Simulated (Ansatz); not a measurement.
Ansatz input

```yaml
crystal:
  lattice:
    - [-1.8778218738, 1.8778218738, 1.8778218738]
    - [1.8778218738, -1.8778218738, 1.8778218738]
    - [1.8778218738, 1.8778218738, -1.8778218738]
  atoms:
    - { symbol: Tl, position: [0.0, 0.0, 0.0] }
hamiltonian:
  xc: r2scan
  pseudopotentials:
    kind: paw
    azcp:
      Tl: "pseudopotentials/Tl.paw.azcp"
basis:
  ecutwfc: 500
  fft_grid_basis: typed
kpoints:
  mp_grid: { grid: [13, 13, 13], shift: [0, 0, 0] }
magnetization:
  spin_polarized: false
scf:
  occupations: { method: fermi_dirac, width: 0.1 }
  lower_state_search: "off"
output:
  stress: true
```

Terminal output

```
Engine: ansatz 0.2.0, x86_64-unknown-linux-gnu
Pseudopotentials: kind: paw
Pseudopotential: Tl, paw, valence charge 13, recommended cutoff 500 eV (meta_gga) 
Functional definition: r2SCAN
  parameter k0 = 0.174
  parameter k1 = 0.065
  parameter a1 = 4.9479
  exchange = r2scan_x(k0 = k0, k1 = k1, a1 = a1)
  correlation = r2scan_c
Crystal: 1 atoms, lattice volume = 26.486 Å³
Basis set: ecut = 500 eV, 675 PW (Γ), exchange–correlation on 96×96×96 points (64 copies of the dense FFT grid, shifted against one another)
Bands: 11, of which v1, the nominal top of the filled ones, is band 7 counted from 1 (6 counted from 0)
Symmetry: 48 space group operations
Space group: Im-3m (ITA 229), of the structure as read, at distance tolerance 3.0e-5 Å
k-points: 84 of 2197
Non-local potential: Tl, projectors of the file, l = 0: 2, l = 1: 2, l = 2: 2, l = 3: 1
PAW form: soft (Blöchl's): semilocal exchange-correlation on the pseudo side does not see the compensation charge
PAW frozen core: Tl, regenerated for the run's functional (the file was generated under x = pbe(κ = 0.804, μ = 0.2195149727645171), c = pbe(β = 0.06672455060314922))
PAW one-centre angular grid: Tl, 590 points (default); XC on 160 Gauss nodes
Initial density: superposition of atomic densities (neutral atoms: chi_scale 0, normalization atom), corrected by the library's trained network
Initial wavefunctions: pseudopotential atomic-orbital guess
Functional: x = r2scan, c = r2scan; τ floored in thin density (d = 2e-4 eV/Å³)
SCF iter   1: F=-11458.525195 eV  HF=-11458.532711 eV  |F-HF|=7.52e-3  |Δ(HF+E_count)|=         —  Δρ=8.52e-3  dr2=1.62e-2  dr2_τ=6.90e-3  ethr=1.77e-3  ⟨swp⟩=5.7  Hψ=6150  notcnv=0
SCF iter   2: F=-11458.530604 eV  HF=-11458.532824 eV  |F-HF|=2.22e-3  |Δ(HF+E_count)|=   1.13e-4  Δρ=3.60e-3  dr2=3.35e-3  dr2_τ=2.45e-4  ethr=1.24e-4  ⟨swp⟩=3.0  Hψ=2447  notcnv=0  defer=17
SCF iter   3: F=-11458.532122 eV  HF=-11458.532031 eV  |F-HF|=9.08e-5  |Δ(HF+E_count)|=   7.93e-4  Δρ=5.29e-4  dr2=7.65e-5  dr2_τ=3.47e-6  ethr=2.58e-5  ⟨swp⟩=2.1  Hψ=1403  notcnv=0  defer=17
SCF iter   4: F=-11458.532150 eV  HF=-11458.532139 eV  |F-HF|=1.17e-5  |Δ(HF+E_count)|=   1.08e-4  Δρ=2.06e-4  dr2=1.23e-5  dr2_τ=1.26e-7  ethr=5.88e-7  ⟨swp⟩=2.5  Hψ=1437  notcnv=0  defer=17
SCF iter   5: F=-11458.532154 eV  HF=-11458.532153 eV  |F-HF|=3.42e-7  |Δ(HF+E_count)|=   1.48e-5  Δρ=4.51e-5  dr2=6.18e-7  dr2_τ=3.23e-8  ethr=9.45e-8  ⟨swp⟩=2.0  Hψ=1450  notcnv=0  defer=17
SCF iter   6: F=-11458.532154 eV  HF=-11458.532154 eV  |F-HF|=6.11e-8  |Δ(HF+E_count)|=   6.51e-7  Δρ=1.22e-5  dr2=3.37e-8  dr2_τ=2.35e-9  ethr=7.69e-10  ⟨swp⟩=4.0  Hψ=2914  notcnv=0
SCF 1 converged in 6 iterations: F = -11458.532154 eV  dr2 = 3.37e-8
SCF converged after 6 iterations
Free energy (F): -11458.532154 eV
Harris-Foulkes:  -11458.532154 eV  (|F-HF|=6.11e-8)
Internal energy: -11458.516121 eV  (E = F + TS)
E sigma→0 (E₀):  -11458.524138 eV
Entropy (-TS):   -0.016033 eV (-16.033 meV/atom)
Fermi energy:    11.528838 eV
--- Per-component energies (eV) ---
  E_band       = 14.510409
  E_kinetic    = 335.627909
  E_local      = -831.514163  (includes V_loc(G=0)·N_el)
  E_nonlocal   = 317.323236
  E_hartree    = 309.111722
  E_xc         = -219.237941
  E_vxc        = -157.535220  (∫ρ·V_xc dr)
  E_paw        = -10191.811741  (= ΣΔE_a)
  E_vpaw       = -279.641593  (= ΣTr[D̂ρ^β])
  E_aug_tail   = 0.000016  (compensation charges beyond the density's cutoff)
  E_vtau       = 12.030668  (kinetic-family band-sum trace: ∫τ·v_τ [+ j·A + Jᵃ·Aᵃ] dr)
  E_ewald      = -1179.054921
  E_core_change = 1.039761  (= ΣΔE_core)
  E_smearing   = -0.016033  (= −TS)
  E_closure    = 0.000000  (closes the sum)
  Σ components = -11458.532154   (vs F -11458.532154, Δ=0.00e0)
--- Stress (GPa, compression-positive) ---
        5.718360      -0.000000       0.000000
       -0.000000       5.718360      -0.000000
        0.000000      -0.000000       5.718360
  P = ⅓ Tr σ = 5.7184 GPa (57.184 kbar)
```

Launched by

```sh
ansatz run input.yaml --threads 1 --pin off --max-ram 3584MiB --backend cpu --events-out ev --progress --plain --runs-dir out
```

On 1 thread of Intel(R) Xeon(R) Platinum 8259CL CPU @ 2.50GHz (Skylake/Cascade Lake) (shared host) this took about 3.7 s of wall time and 3.7 s of CPU time.
